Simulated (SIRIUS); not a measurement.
SIRIUS run on InSe (P6_3/mmc, 8 atoms in the cell; from Materials Project mp-20485, changed as shown): self-consistent single point.

All values come from this method and carry its errors: PBEsol, GBRV PBEsol ultrasoft pseudopotentials (plane waves; SIRIUS 7.12.0).

The change in words: lattice scaled by 0.98. Reference geometry (P6_3/mmc):
```
InSe
1.0
    4.04173     0.00000     0.00000
   -2.02087     3.50024     0.00000
    0.00000     0.00000    17.42844
In Se
4 4
Direct
  0.33333   0.66667   0.33030
  0.66667   0.33333   0.66970
  0.66667   0.33333   0.83030
  0.33333   0.66667   0.16970
  0.33333   0.66667   0.59732
  0.66667   0.33333   0.40268
  0.66667   0.33333   0.09732
  0.33333   0.66667   0.90268
```

Reference input (self-consistent single point, DFT, PBEsol, plane waves, GBRV PBEsol ultrasoft pseudopotentials): parameters.ngridk = 6 6 2; parameters.xc_functionals = [XC_GGA_X_PBE_SOL, XC_GGA_C_PBE_SOL]; parameters.gk_cutoff = 6.325 1/bohr; parameters.pw_cutoff = 14.143 1/bohr; parameters.smearing = fermi_dirac; parameters.smearing_width = 0.00183747 Ha; potentials = GBRV PBEsol ultrasoft pseudopotentials; parameters.electronic_structure_method = pseudopotential; parameters.num_bands = 46; parameters.num_mag_dims = 0; parameters.num_dft_iter = 100; parameters.energy_tol = 1e-07 Ha. This run's input differs from it in these lines:

```diff
@@ -32,5 +32,5 @@
     "lattice_vectors": [
-      [7.6377627697, 0.0, 0.0],
-      [-3.8188813848, 6.6144968602, 0.0],
-      [0.0, 0.0, 32.9349783795]
+      [7.4850067584, 0.0, 0.0],
+      [-3.7425043241, 6.4822065828, 0.0],
+      [0.0, 0.0, 32.2762784339]
     ],
```

The program printed (abridged):

```
[find] density tolerance         : 1e-06
[find] total energy tolerance    : 1e-07
[find] iter_solver_tol (initial) : 0.01
[find] iter_solver_tol (target)  : 1e-13
[find] num_dft_iter              : 100
Charges and magnetic moments
--------------------------------------------------------------------------------
total charge          : 76.000000
[find] | SCF iteration   0 out of 100|
[diagonalize] iterative solver tolerance (occupied, empty): 0.01 0.01
[diagonalize] average number of iterations: 2.5
[find] Charges and magnetic moments
[find] total charge          : 76.000000
[find] Energy
   [... lines left out ...]

[find] Charges and magnetic moments
[find] total charge          : 76.000000
[find] Energy
[find] smearing (-TS)                 :      -0.00000236
[find] Total energy                   :    -353.11866209 (Ha),    -706.23732418 (Ry)
[find] Free energy (E-TS)             :    -353.11866445 (Ha),    -706.23732891 (Ry)
[find] band gap (eV)                  :       0.57575418
[find] Efermi                         :       0.23780474
[find] iteration : 11, RMS (target) : 7.1202e-07 (1.0000e-06) , energy difference (target) : -4.2178e-11 (1.0000e-07)
[find] bands are converged : true
[find] iterative solver converged : true
[find] converged after 12 SCF iterations!
[find] Charges and magnetic moments
[find] total charge          : 76.000000
[find] Energy
[find] smearing (-TS)                 :      -0.00000236
[find] Total energy                   :    -353.11866209 (Ha),    -706.23732418 (Ry)
[find] Free energy (E-TS)             :    -353.11866445 (Ha),    -706.23732891 (Ry)
[find] band gap (eV)                  :       0.57575418
[find] Efermi                         :       0.23780474
[ground_state] === stress tensor components [kbar] ===
[ground_state] === stress_total ===
[ground_state]   -18.933774   -0.000003   -0.000000
[ground_state]    -0.000003  -18.933771   -0.000000
[ground_state]    -0.000000   -0.000000  -16.906787
[ground_state] ==== total Forces in Ha/bohr =====
   [... lines left out ...]
[ground_state] atom:    3, force:       0.0000000     -0.0000000      0.0056878
[ground_state] atom:    4, force:      -0.0000000     -0.0000000     -0.0095395
[ground_state] atom:    5, force:       0.0000000      0.0000000      0.0095395
[ground_state] atom:    6, force:      -0.0000000      0.0000000     -0.0095395
[ground_state] atom:    7, force:       0.0000000     -0.0000000      0.0095395
```

The run converged in 12 iterations. SIRIUS prints the stress tensor with tension positive. Against the reference run the free energy rises by 8.0 meV/atom, the pressure goes from -1.27 to 1.83 GPa, the largest force goes from 0.077 to 0.491 eV/Å and the gap on the mesh goes from 0.419 to 0.576 eV.

The structure comes from a collection of computed structures, made at another level of theory; the collection holds predicted forms beside known ones.

Cost on one core: around 3 core-minutes (rough).

The gap that the log prints is read on the run's mesh, which can miss the band edges or a crossing.
